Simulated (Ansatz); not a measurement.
Data:

BaTiO$_{3}$:
```cif
data_BaO3Ti
_chemical_formula_sum 'Ba1 Ti1 O3'
_space_group_name_H-M_alt 'Pm-3m'
_space_group_IT_number 221
_space_group_name_Hall '-P 4 2 3'
_cell_length_a 3.99407
_cell_length_b 3.99407
_cell_length_c 3.99407
_cell_angle_alpha 90.000
_cell_angle_beta 90.000
_cell_angle_gamma 90.000
loop_
_atom_site_label
_atom_site_type_symbol
_atom_site_symmetry_multiplicity
_atom_site_Wyckoff_symbol
_atom_site_fract_x
_atom_site_fract_y
_atom_site_fract_z
_atom_site_occupancy
Ba1 Ba 1 a 0.00000 0.00000 0.00000 1
Ti1 Ti 1 b 0.50000 0.50000 0.50000 1
O1 O 3 c 0.00000 0.50000 0.50000 1
```

This is the r²SCAN-relaxed structure.

### Question
All from plane-wave PAW r²SCAN (Ansatz code), unless another level is named. Give the HSE06 gap on the r²SCAN cell.

### Answer
3.21 eV.

### Question
Predict the electron effective mass, band 1 of 3 at the edge.

### Answer
8.1 along [100], 0.97 along [110], 0.75 along [111] (mₑ).

### Question
And the weight of the valence-edge state by species (Voronoi cells)?

### Answer
O 98 %.

This is a known high-temperature phase of the composition, computed here at zero pressure and temperature. The r²SCAN relaxation kept the symmetry of its start; whether a distortion lowers the energy is not shown. No spin polarisation was allowed. Spin–orbit coupling is left out wherever it is not named.

Potentials: the later of the program's two PAW sets.
